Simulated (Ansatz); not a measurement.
GaAs:
```
GaAs
1.0
    4.01818     0.00000     0.00000
   -2.00909     3.47985     0.00000
    0.00000     0.00000     8.78128
Ga As
3 3
Cartesian
 -1.00427   1.73944   5.85418
  1.00482   1.74041   0.00000
  2.00853   0.00000   2.92709
 -1.00439   1.73965   1.46355
  1.00470   1.74020   4.39064
  2.00878   0.00000   7.31773
```

Relaxed with PBEsol.

Question: Which orbitals make up the states near the Fermi level in DFT-PBEsol in the program Ansatz with PAW potentials?

Answer: Within 0.5 eV of the Fermi level: As 4p 44 %, Ga 4p 25 %, Ga 4s 19 %, As 4s 9 %. Projections are on Löwdin-orthogonalised atomic valence shells; empty p or d shells of many metals are not among them.

Question: Tabulate the density of states.

Answer: States/eV per cell of 6 atoms, in 0.25 eV bins, energy from the Fermi level.

```csv
E (eV),total,As 4p,Ga 4p,Ga 4s
-7.85,0.12,0.05,0.00,0.06
-7.60,2.25,0.98,0.14,1.06
-7.35,2.03,0.88,0.12,0.94
-7.10,2.24,0.97,0.17,0.95
-6.85,2.93,1.24,0.22,1.22
-6.60,1.72,0.73,0.19,0.61
-6.35,0.94,0.40,0.10,0.31
-6.10,0.86,0.37,0.12,0.28
-5.85,2.33,0.98,0.33,0.82
-5.60,3.17,1.31,0.39,1.11
-5.35,2.45,1.06,0.42,0.70
-5.10,1.18,0.56,0.26,0.24
-4.85,1.24,0.58,0.29,0.26
-4.60,1.44,0.70,0.38,0.25
-4.35,1.47,0.76,0.42,0.18
-4.10,2.09,1.14,0.68,0.15
-3.85,2.14,1.19,0.68,0.14
-3.60,2.64,1.50,0.83,0.16
-3.35,3.44,1.99,1.06,0.22
-3.10,3.32,1.94,0.98,0.24
-2.85,2.80,1.66,0.79,0.22
-2.60,3.80,2.40,1.03,0.22
-2.35,3.27,2.11,0.89,0.16
-2.10,3.92,2.58,1.06,0.15
-1.85,3.94,2.68,1.02,0.13
-1.60,4.10,2.81,1.04,0.13
-1.35,4.23,2.86,1.12,0.14
-1.10,3.29,2.25,0.88,0.07
-0.85,1.58,1.11,0.40,0.02
-0.60,0.73,0.49,0.20,0.01
-0.35,0.27,0.17,0.07,0.01
-0.10,0.09,0.05,0.02,0.01
0.15,0.09,0.02,0.02,0.03
0.40,0.36,0.09,0.08,0.11
0.65,1.14,0.28,0.29,0.33
0.90,2.55,0.69,0.68,0.66
1.15,2.80,0.78,0.76,0.76
1.40,2.05,0.60,0.57,0.52
1.65,2.91,0.85,0.96,0.60
1.90,3.47,1.01,1.27,0.63
2.15,4.08,1.38,1.37,0.71
2.40,3.17,1.08,1.14,0.48
2.65,3.39,1.22,1.11,0.58
2.90,4.47,1.49,1.64,0.66
3.15,3.27,1.01,1.41,0.38
3.40,3.47,1.04,1.58,0.31
3.65,2.56,0.73,1.19,0.21
3.90,2.03,0.49,1.01,0.14
4.15,3.59,0.76,1.91,0.18
4.40,3.19,0.74,1.67,0.14
4.65,3.24,0.77,1.63,0.16
```

Space group P6_422. The start of the workflow was typed in or built on a structure type; neither database checked (COD, Materials Project) lists it. It is not the phase usual at ambient conditions (space group No. 216). The cell was relaxed with PBEsol under the symmetry of its start; its stability against distortions is not shown here. Spin–orbit coupling is left out wherever it is not named.

Potentials: the later of the program's two PAW sets.
